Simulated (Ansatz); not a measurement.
Ansatz (a first-principles code) input:

Ansatz 0.2 input:
```yaml
crystal:
  lattice:
    - [-3.433614535, 3.433614535, 3.433614535]
    - [3.433614535, -3.433614535, 3.433614535]
    - [3.433614535, 3.433614535, -3.433614535]
  atoms:
    - { symbol: Li, position: [0.0001132843, 0.5, 0.0] }
    - { symbol: Li, position: [0.5, 0.0, 0.5001132843] }
    - { symbol: Li, position: [0.0, 0.0001132843, 0.5] }
    - { symbol: Li, position: [0.9998867157, 0.9998867157, 0.9998867157] }
    - { symbol: Li, position: [0.4998867157, 0.4998867157, 0.4998867157] }
    - { symbol: Li, position: [0.0, 0.5001132843, 0.5] }
    - { symbol: Li, position: [0.5, 0.0, 0.0001132843] }
    - { symbol: Li, position: [0.5001132843, 0.5, 0.0] }
kpoints:
  mp_grid: { grid: [9, 9, 9] }
hamiltonian:
  xc: pbesol
  pseudopotentials: { azcp: { folder: ./paw }, kind: paw }
scf:
  occupations: { method: fermi_dirac, width: 0.1 }
phonons:
  method: dfpt
  response_accuracy: low
  eigenvectors: true
  rigid_motions: translations
```

Output (shortened):

```
zone centre: on kpoints.mp_grid the ground state, and the responses unless they are solved on pairs of k-points, stand on 365 of the mesh's 729 k-points, …
Pseudopotentials: kind: paw
Pseudopotential: Li, paw, valence charge 3
Functional definition: PBEsol
Crystal: 8 atoms, lattice volume = 161.925 Å³
Basis set: ecut = 420 eV, 3103 PW (Γ), exchange–correlation on 80×80×80 points (8 copies of the dense FFT grid, shifted against one another)
Bands: 20, of which v1, the nominal top of the filled ones, is band 12 counted from 1 (11 counted from 0)
Symmetry: 24 space group operations
k-points: 365 of 729 (irreducible under 1 space group operation, time reversal used)
Initial density: superposition of atomic densities (chi_scale 0.1, normalization cell)
Initial wavefunctions: pseudopotential atomic-orbital guess
Eigensolver: davidson
Functional: x = pbesol(κ = 0.804, μ = 0.12345679012345678), c = pbesol(β = 0.046)
SCF iter   1: F=—  HF=-1624.098452 eV  |F-HF|=—  |Δ(HF+E_count)|=         —  Δρ=4.11e-3  dr2=3.11e-2  ethr=3.10e-3  ⟨swp⟩=5.4  Hψ=31743  notcnv=0  defer=16
all-band conjugate gradients solve this SCF's bands
preconditioner: auto → Kerker (q_TF=auto, 1.985 Å⁻¹)
SCF iter   2: F=—  HF=-1624.054890 eV  |F-HF|=—  |Δ(HF+E_count)|=   4.36e-2  Δρ=2.58e-3  dr2=1.38e-2  ethr=1.30e-4  ⟨swp⟩=2.0  Hψ=13244  notcnv=0  defer=9
SCF iter   3: F=—  HF=-1624.050438 eV  |F-HF|=—  |Δ(HF+E_count)|=   4.45e-3  Δρ=6.27e-4  dr2=8.12e-4  ethr=5.74e-5  ⟨swp⟩=2.0  Hψ=10119  notcnv=0  defer=9
SCF iter   4: F=—  HF=-1624.050534 eV  |F-HF|=—  |Δ(HF+E_count)|=   9.62e-5  Δρ=3.48e-5  dr2=1.99e-6  ethr=3.38e-6  ⟨swp⟩=1.0  Hψ=7221  notcnv=0  defer=9
SCF iter   5: F=—  HF=-1624.050528 eV  |F-HF|=—  |Δ(HF+E_count)|=   5.68e-6  Δρ=4.10e-6  dr2=1.66e-8  ethr=8.28e-9  ⟨swp⟩=2.3  Hψ=8493  notcnv=0  defer=9
SCF iter   6: F=—  HF=-1624.050528 eV  |F-HF|=—  |Δ(HF+E_count)|=   2.56e-8  Δρ=7.13e-7  dr2=5.30e-10  ethr=6.91e-11  ⟨swp⟩=3.0  Hψ=13458  notcnv=0  defer=9
SCF iter   7: F=-1624.050528 eV  HF=-1624.050528 eV  |F-HF|=3.64e-12  |Δ(HF+E_count)|=  6.80e-10  Δρ=5.01e-8  dr2=2.33e-12  ethr=1.00e-12  ⟨swp⟩=3.6  Hψ=27201  notcnv=0
SCF 1 converged in 7 iterations: F = -1624.050528 eV  dr2 = 2.33e-12
DFPT response loops at Γ: preconditioner auto → Kerker (q_TF=auto, 1.985 Å⁻¹) (partly filled bands, converged f_vac=0.000) …
phonon interpolation: 24 periodic images of 24 blocks of the force constants (a block to an ordered pair of atoms and a translation) lie up to 1.56e-3 Å …
SCF converged after 7 iterations
Free energy (F): -1624.050528 eV
Harris-Foulkes:  -1624.050528 eV  (|F-HF|=3.64e-12)
Internal energy: -1623.926838 eV  (E = F + TS)
E sigma→0 (E₀):  -1623.988683 eV
Entropy (-TS):   -0.123691 eV (-15.461 meV/atom)
Fermi energy:    1.014724 eV
--- Per-component energies (eV) ---
  E_band       = -721.493436
  E_kinetic    = 125.031296
  E_local      = -1118.478646  (includes V_loc(G=0)·N_el)
  E_nonlocal   = -157.670104
  E_hartree    = 321.898470
  E_xc         = -64.927734
  E_vxc        = -84.175826  (∫ρ·V_xc dr)
  E_paw        = -180.351749  (= ΣΔE_a)
  E_vpaw       = -129.999106  (= ΣTr[D̂ρ^β])
  E_aug_tail   = 0.002018  (compensation charges beyond the density's cutoff)
  E_ewald      = -549.430388
  E_smearing   = -0.123691  (= −TS)
  E_closure    = 0.000000  (closes the sum)
  Σ components = -1624.050528   (vs F -1624.050528, Δ=0.00e0)
  [band-id]    e_kinetic+e_local+e_nonlocal+2·e_hartree+e_vxc+e_vpaw+e_augmentation_tail = -721.493429   (vs E_band -721.493436, Δ=6.66e-6)
--- Band table (eV; the first three rows and the last of 365) ---
  k-point 0: bands = ["-44.9284", "-44.9079", "-44.9079", "-44.9079", "-44.9079", "-44.9079", "-44.9079", "-44.8939", "-2.5571", "1.2565", "1.2565", "1.2565", "1.2565", "1.2565", "1.2565", "4.2689", "4.2689", "4.2689", "4.2689", "4.2689"]
  k-point 1: bands = ["-44.9278", "-44.9085", "-44.9079", "-44.9079", "-44.9079", "-44.9079", "-44.9075", "-44.8944", "-2.4987", "0.9161", "1.2181", "1.2181", "1.2184", "1.2184", "1.3336", "4.2949", "4.4104", "4.4104", "4.4105", "4.4105"]
  k-point 2: bands = ["-44.9260", "-44.9103", "-44.9079", "-44.9079", "-44.9079", "-44.9079", "-44.9063", "-44.8956", "-2.3232", "0.2346", "1.1295", "1.1295", "1.1300", "1.1300", "1.5646", "4.3756", "4.7997", "4.7997", "4.7999", "4.7999"]
  k-point 364: bands = ["-44.9223", "-44.9126", "-44.9106", "-44.9106", "-44.9055", "-44.9055", "-44.9045", "-44.8980", "-1.9135", "-0.3477", "0.1709", "0.1709", "1.9658", "1.9658", "2.1043", "4.1517", "4.4413", "4.4626", "4.4626", "4.9412"]
  band table: 20 of 20 bands, residual norms ≤ 1.0e-3 eV
--- Phonons (Γ-DFPT): 1 representative perturbation + reference, on 365 of 729 k-points (Σ response iterations 2) ---
  k mesh reduced under 1 symmetry operation, with k and −k counted as one. Each operation leaves every solved perturbation unchanged …
  ASR residual: 2.095e-5 → 0.000e0 eV/Å²; symmetrization residual: 6.372e-7 eV/Å²
  ASR residual per site (eV/Å²): 2.09e-5 2.09e-5 2.09e-5 2.09e-5 2.09e-5 2.09e-5 2.09e-5 2.09e-5
  Γ frequencies (cm⁻¹): 0.00 0.00 0.00 57.21 57.21 57.21 57.21 57.21 57.21 191.61 191.61 191.61 191.61 191.61 191.61 324.34 324.34 324.34 324.34 324.34 324.34 332.52 332.52 332.52
  non-analytic LO–TO correction: not included (Born effective charges unavailable; polar crystals: no LO–TO splitting at Γ)
```

Cost: around 4 core-minutes (rough) on shared cores.

Space group Im-3m (bcc (W type)). The cell was relaxed with PBEsol under the symmetry of its start. As this level gives no gap, phonon frequencies hold no LO–TO term and depend on the k-mesh and smearing (Fermi–Dirac, 0.1 eV here). Point labels and valley counts follow the cell and symmetry of the run, lower than the named group.

Potentials: the earlier of the program's two PAW sets. The files were generated under PBE; for other functionals the program regenerates the frozen cores, and for LDA and PBEsol the local potential too.

Ansatz is a plane-wave DFT program.
